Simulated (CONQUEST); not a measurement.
A self-consistent single point of Sn (Fd-3m, 8 atoms in the cell; from Materials Project mp-117, changed as shown) with CONQUEST.

Computed with PBEsol, numerical atomic orbitals double-zeta with polarisation (the shipped basis), PseudoDojo norm-conserving potentials made for PBEsol (CONQUEST).

The change in words: lattice scaled by 0.98. Reference geometry (Fd-3m):
```
Sn
1.0
    6.51741     0.00000     0.00000
    0.00000     6.51741     0.00000
    0.00000     0.00000     6.51741
Sn
8
Direct
  0.00000   0.00000   0.50000
  0.25000   0.75000   0.25000
  0.00000   0.50000   0.00000
  0.25000   0.25000   0.75000
  0.50000   0.00000   0.00000
  0.75000   0.75000   0.75000
  0.50000   0.50000   0.50000
  0.75000   0.25000   0.25000
```

Reference input (self-consistent single point, DFT, PBEsol, numerical atomic orbitals double-zeta with polarisation (the shipped basis), PseudoDojo norm-conserving potentials made for PBEsol): basis = DZP; Diag.MPMeshX, Y, Z = 4 4 4; potentials = PseudoDojo norm-conserving PBEsol; Grid.GridCutoff = 175 Ha; DM.SolutionMethod = diagon; Diag.kT = 0.004998 Ha; Diag.GammaCentred = true; minE.SCTolerance = 1.0e-06; SC.MaxIters = 100; SC.LinearMixingFactor = 0.5; SC.KerkerPreCondition = true; SC.KerkerFactor = 0.5 1/bohr. This run's input differs from it in these lines:

```diff
@@ -31,5 +31,5 @@
 # file: Sn.in
-    12.316119942      0.000000000      0.000000000
-     0.000000000     12.316119942      0.000000000
-     0.000000000      0.000000000     12.316119942
+    12.069797921      0.000000000      0.000000000
+     0.000000000     12.069797921      0.000000000
+     0.000000000      0.000000000     12.069797921
 8
```

Output, abridged:

```
    new_SC_potl: Starting.  Tolerance:  0.10000E-05

    PulayMixSC: Starting Pulay mixing, A_up =  0.500 A_dn =  0.500
    PulayMixSC: Spin non-polarised calculation.
    PulayMixSC: with Kerker preconditioning, q0 =  0.500
          Harris-Foulkes Energy            :      -628.945897335414770 Ha
          GroundState Energy (E-(1/2)TS)   :      -628.946819668635840 Ha
          Free Energy (E-TS)               :      -628.947742001856909 Ha
          DFT Total Energy                 :      -628.913718570264564 Ha
          Total number of electrons        :       112.000000000023206
   [... lines left out ...]
          Total number of electrons        :       112.000196944128390
    PulayMixSC: Pulay iteration    19 residual:              0.10490E-05
          Harris-Foulkes Energy            :      -628.922916197634777 Ha
          GroundState Energy (E-(1/2)TS)   :      -628.923871392575506 Ha
          Free Energy (E-TS)               :      -628.924826587516122 Ha
          DFT Total Energy                 :      -628.922916168149641 Ha
          Total number of electrons        :       112.000202701244902
    PulayMixSC: Pulay iteration    20 residual:              0.82902E-06
    PulayMixSC: Reached SCF tolerance of  0.82902E-06 after     20 iterations
      | Number of electrons      =       112.000203
      |* band energy as 2Tr[K.H] =       -86.230254383865571 Ha
      |  screened ion-ion energy =      -470.849155372785276 Ha
      |  Ha correction           =         2.303387181038865 Ha
      |  XC correction           =       -74.146891504242305 Ha
      | GS Energy as E-(1/2)TS   =      -628.923871392575506 Ha
      | Free Energy as E-TS      =      -628.924826587516122 Ha
      |* Harris-Foulkes energy   =      -628.922916197634777 Ha
      |* DFT total energy        =      -628.922916168149641 Ha
      |  estimated accuracy      =        -0.000000029485136 Ha

    force: Forces on atoms (Ha/a0)
    force:  Atom   X              Y              Z
   [... lines left out ...]
    force: Maximum force :        0.00000000(Ha/a0) on atom         1 in z direction
   [... lines left out ...]
    force: Force Residual:        0.00000000 Ha/a0
    force: Total stress:         -3.70907185     0.00000000     0.00000000 GPa
                             0.00000000    -3.70907185     0.00000000
                             0.00000000     0.00000000    -3.70907185
    force: Average pressure:      3.70907185 GPa

    force: Finished force
    get_E_and_F: Change in energy during last step of electronic optimisation:  0.32534E-06
```

The run converged in 20 iterations. CONQUEST prints the stress tensor with tension positive. Against the reference run the free energy rises by 23.5 meV/atom and the pressure goes from 0.39 to 3.71 GPa.

The program uses no crystal symmetry, so grid and mesh can part values that symmetry would make equal. The atom-centred basis is finite, which shifts total energies and pressures against plane waves. The structure comes from a collection of computed structures, made at another level of theory; the collection holds predicted forms beside known ones. Its lattice was then scaled. No clean gap shows at this smearing width and mesh (spacing up to 0.25 Å⁻¹); the mesh is coarse for partly filled bands, so the values carry mesh errors. Semi-local functionals can close small gaps.

Cost on one core: around 5 core-minutes (rough).
